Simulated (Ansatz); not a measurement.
SrHfO3 (cubic perovskite)

```
SrHfO3
1.0
    4.10580     0.00000     0.00000
    0.00000     4.10580     0.00000
    0.00000     0.00000     4.10580
Sr Hf O
1 1 3
Cartesian
  2.05290   2.05290   2.05290
  0.00000   0.00000   0.00000
  0.00000   2.05290   0.00000
  2.05290   0.00000   0.00000
  0.00000   0.00000   2.05290
```

The slice is a {110} plane (indices of the conventional cell) through the point (0.500, 0.000, 0.000) (fractional), spanned by u = [100] and v = [011] in vectors of this cell: u (4.11 Å) and v (5.81 Å, at 90° to u). It covers one period; positions are fractions (u, v).

Computed with PBEsol (plane waves to 420 eV, PAW, scalar-relativistic; Ansatz, an electronic-structure program). k mesh 8×8×8. Near the nuclei the fields are pseudised (PAW); where an atom keeps semicore shells as valence, they peak there. Spin-orbit coupling is left out, though Hf is heavy. SrHfO3 is run without spin polarisation. SrHfO3 was relaxed with its symmetry unable to fall.

Problem. Around which element is the density of the highest valence band (whole band, smooth part) largest on this plane?

Solution. O. Mean over a disc round each atom, of radius 0.45 times the shortest bond: O 0.113, Hf 0.007, Sr 0.002 e/Å³.

Problem. Around which element is the density of the lowest conduction band (whole band as if filled, smooth part) largest on this plane?

Solution. Hf. Mean over a disc round each atom, of radius 0.45 times the shortest bond: Hf 0.128, Sr 0.024, O 0.021 e/Å³.

Problem. What is the ELF at the density minimum of the shortest Hf–O line in this plane (2.05 Å)?

Solution. 0.29.

Problem. Sketch the valence electron density on this plane as a map.

Solution. 
```
|7777776655444466778899999999887766444455667777|
|7777665544444455668888999988886655444444556677|
|6666554444333344557777888877775544333344445566|
|5544444433333333445566666666554433333333444444|
|3333333322222222334444555544443322222222333333|
|2222222222111122222233333333222222111122222222|
|2222111111111111112222222222221111111111111122|
|1111111111111111111122222222111111111111111111|
|2222221111111111111111222211111111111111112222|
|3333332222111111111111111111111111111122223333|
|4444443333221111111111111111111111112233334444|
|5555554444332211111111111111111111223344445555|
|6666665544332211110000000000001111223344556666|
|6666666655443322110000000000001122334455666666|
|5566666655443322110000000000001122334455666666|
|5555666655443322110000000000001122334455666655|
|5566666655443322110000000000001122334455666666|
|6666666655443322110000000000001122334455666666|
|6666665544332211110000000000001111223344556666|
|5555554444332211111111111111111111223344445555|
|4444443333221111111111111111111111112233334444|
|3333332222111111111111111111111111111122223333|
|2222221111111111111111222211111111111111112222|
|1111111111111111111122222222111111111111111111|
|2222111111111111112222222222221111111111111122|
|2222222222111122222233333333222222111122222222|
|3333333322222222334444555544443322222222333333|
|5544444433333333445566666666554433333333444444|
|6666554444333344557777888877775544333344445566|
|7777665544444455668888999988886655444444556677|
|7777776655444466778899999999887766444455667777|
|7777776655444466778899999999887766444455667777|
```
Scale: ten equal steps from -1.54 (start of '0') to 1.54 (end of '9'), in the order '0123456789'. Values: log₁₀ of the valence density in e/Å³. The map has 23 points along u (two characters each, u = 0 at the left) and 32 along v (v = 0 in the bottom row). The scale is logarithmic, as a density can span decades between atoms and voids.
